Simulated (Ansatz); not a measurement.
# Al2Au, one cell by several methods

```
Al Au
1.0
     0.00000    3.00000    3.06000
     3.00000    0.00000    3.06000
     3.00000    3.00000    0.00000
Al Au
2 1
Direct
  0.25000 0.25000 0.25000
  0.75000 0.75000 0.75000
  0.00000 0.00000 0.00000
```

Atoms are numbered in the order listed.

The conventional cell has a = 4.243 Å, b = 4.243 Å, c = 6.120 Å, α = 90.00°, β = 90.00°, γ = 90.00°. Al (atom 1) is surrounded by 4 Au at 2.62 Å and 4 Al at 3.00 Å. Au (atom 3) has 8 Al at 2.62 Å as nearest neighbours.

The geometry is COD entry 9008999, unchecked; take it as a test cell. The listed cell was then made from it by scaling, straining or moving an atom.

Spin–orbit coupling is left out, though it moves levels of the heavy atoms by tenths of an eV or more.

Methods: DFT, LDA, PAW with Ansatz's default frozen-core files, scalar-relativistic (Ansatz 0.2.0); DFT, LDA, all-electron PAW with datasets made for the crystal, scalar-relativistic (Ansatz 0.2.0); DFT, LDA, all-electron LAPW, scalar-relativistic (Ansatz 0.2.0).

For PAW: a Γ-centred 11×11×11 k mesh, Fermi–Dirac smearing of 0.05 eV, cutoff 420 eV, no spin polarisation; the PAW files were made with PBE, and the program remakes their frozen cores for this functional. The crystal-made all-electron datasets (AE datasets) take a cutoff of 260 eV at this cell. LAPW targets a basis error of 0.5 meV/atom. The Ansatz runs share mesh, smearing and spin set-up. Plane-wave (PAW) pressures include the program's estimate of the Pulay term.

Stress and pressure are positive in compression.

No spin–orbit coupling: at heavy atoms the gradients can be off by tens of per cent for that reason.

In a metal, gradients converge slowly with the k mesh: the values move by tens of per cent from one mesh to another, at times in sign, so only the comparison on one mesh counts.

```tsv
quantity	PAW	AE datasets	LAPW
pressure (GPa)	-4.58	-4.57	-4.57
stress xx (GPa)	-4.25	-4.24	-4.24
stress zz (GPa)	-5.24	-5.23	-5.22
largest principal field gradient Vzz at Au3 (10²¹ V/m²)	-1.15	-1.19	–
```

PAW's pressure differs from the LAPW value by about 0.01 GPa or less.
